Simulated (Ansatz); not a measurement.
## Eu2CN2Cl2: what a change of hamiltonian.hubbard does

Computed with the plane-wave PAW code Ansatz (scalar-relativistic, PAW set soft_2): PBEsol, collinear spin, 420 eV cutoff, k-mesh 2×2×2 shifted by half a step. These are the settings of the reference run.

Cell:

```
cell
1.0
     1.0308    0.0000   -6.9718
    -4.7726   -6.1695    0.0223
    -4.7726    6.1695    0.0223
Eu C N Cl
6 3 6 6
Direct
  0.2688 0.0155 0.3488
  0.2688 0.3488 0.0155
  0.2688 0.6821 0.6821
  0.7312 0.6512 0.9845
  0.7312 0.9845 0.6512
  0.7312 0.3179 0.3179
  0.5000 0.3333 0.6667
  0.5000 0.6667 0.3333
  0.5000 0.0000 0.0000
  0.5547 0.2162 0.5495
  0.5547 0.5495 0.2162
  0.5547 0.8828 0.8828
  0.4453 0.4505 0.7838
  0.4453 0.7838 0.4505
  0.4453 0.1172 0.1172
  0.8490 0.9608 0.2941
  0.8490 0.2941 0.9608
  0.8490 0.6275 0.6275
  0.1510 0.7059 0.0392
  0.1510 0.0392 0.7059
  0.1510 0.3725 0.3725
```

The reference run of this cell is solved again as a single point with these keys changed:

| key | reference run | changed run |
| --- | --- | --- |
| hamiltonian.hubbard | not typed | {sites: [{species: Eu, l: f, u_eff: 3.0}], double_counting: amf} |

Problem. How does the changed run end?

Solution. 

```
               quantity  reference run  changed run
         pressure (GPa)            0.0          0.0
   largest force (eV/Å)           0.00         0.00
   gap on the mesh (eV)           0.78         0.78
moment of the cell (μB)          42.00        42.00
```

The Hamiltonian isn't the same, so energies aren't compared. It took 17 iterations.

Caveats: the reference run: 4f shell without a U, which puts 4f levels too near the Fermi level; the reference run: open f or d shells may hold a state above the lowest; a single point, atoms not relaxed again; a change of U can also leave the f or d shell in another state; semilocal functionals make gaps too small and can close them.
